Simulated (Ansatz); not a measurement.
Mg2BBrN2:
```cif
data_B4Br4Mg8N8
_chemical_formula_sum 'Mg8 B4 Br4 N8'
_space_group_name_H-M_alt 'C2/c'
_space_group_IT_number 15
_space_group_name_Hall '-C 2yc'
_cell_length_a 9.14400
_cell_length_b 6.61724
_cell_length_c 6.49106
_cell_angle_alpha 90.000
_cell_angle_beta 109.381
_cell_angle_gamma 90.000
loop_
_atom_site_label
_atom_site_type_symbol
_atom_site_symmetry_multiplicity
_atom_site_Wyckoff_symbol
_atom_site_fract_x
_atom_site_fract_y
_atom_site_fract_z
_atom_site_occupancy
Mg1 Mg 8 f 0.25786 0.39716 0.33631 1
B1 B 4 e 0.00000 0.11324 0.25000 1
Br1 Br 4 e 0.00000 0.63067 0.25000 1
N1 N 8 f 0.15486 0.11266 0.32190 1
```
(The calculation used a cell of 12 atoms; values per cell refer to that cell.)

Relaxed with r²SCAN.

### Question
Tabulate the valence density and the electron localisation function along the shortest Mg–Br contact (2.72 Å), DFT-r²SCAN in the program Ansatz with PAW potentials.

### Answer


```tsv
distance from Mg (Å)	density (e/Å³)	ELF
0.27	18.34	0.32
0.41	8.91	0.42
0.54	3.00	0.43
0.68	0.71	0.25
0.82	0.21	0.06
0.95	0.14	0.03
1.09	0.14	0.12
1.22	0.18	0.47
1.36	0.25	0.75
1.49	0.36	0.83
1.63	0.52	0.87
1.77	0.75	0.89
1.90	1.01	0.88
2.04	1.19	0.80
2.17	1.13	0.52
2.31	0.82	0.12
2.45	0.42	0.01
```

The density is the valence pseudo-density with augmentation charge, so density and ELF within about 1 Å of a nucleus are not all-electron values.

The first step of the workflow began from a Materials Project structure, measured or hypothetical; the Crystallography Open Database copy checked does not list it. Whether it is the stable phase at ambient conditions was not checked. Symmetry was held in the r²SCAN relaxation; whether a distortion lowers the energy is not shown.

Potentials: the later of the program's two PAW sets.
